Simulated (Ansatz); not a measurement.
Relax this structure to zero stress and force, keeping its symmetry:

```
Ba Ru O
1.0
     4.06367    0.00000    0.00000
     0.00000    4.06367    0.00000
     0.00000    0.00000    4.06367
Ba Ru O
1 1 3
Cartesian
  0.0000 0.0000 0.0000
  2.0318 2.0318 2.0318
  2.0318 2.0318 0.0000
  2.0318 0.0000 2.0318
  0.0000 2.0318 2.0318
```

Theory: Ansatz 0.2.0, DFT r2SCAN, scalar-relativistic, plane waves, PAW.

Settings: cutoff 500 eV, Γ-centred mesh 10×10×10 on the computed 5-atom cell, Gaussian smearing of 0.10 eV; collinear spin from starting moments 0 1.5 0.21 0.21 0.21 μB.

Task: What does it relax to?

Result: The volume decreases by 0.42 Å³/atom to 13.00 Å³/atom, and the energy falls by 7.3 meV/atom. The cell ends with a moment of 2.25 μB (only this magnetic start was tried). Final structure:
```yaml
crystal:
  lattice:
    - [4.02043, 0.00000, 0.00000]
    - [0.00000, 4.02043, 0.00000]
    - [0.00000, 0.00000, 4.02043]
  atoms:
    - { symbol: Ba, position: [0.00000, 0.00000, 0.00000] }
    - { symbol: Ru, position: [0.50000, 0.50000, 0.50000] }
    - { symbol: O, position: [0.50000, 0.50000, 0.00000] }
    - { symbol: O, position: [0.50000, 0.00000, 0.50000] }
    - { symbol: O, position: [0.00000, 0.50000, 0.50000] }
```

The state reached may not be the lowest one. Spin-orbit coupling is left out, which matters for the bands of heavy elements.

Symmetry holds off the tilts and polar distortions that many cubic perovskites undergo.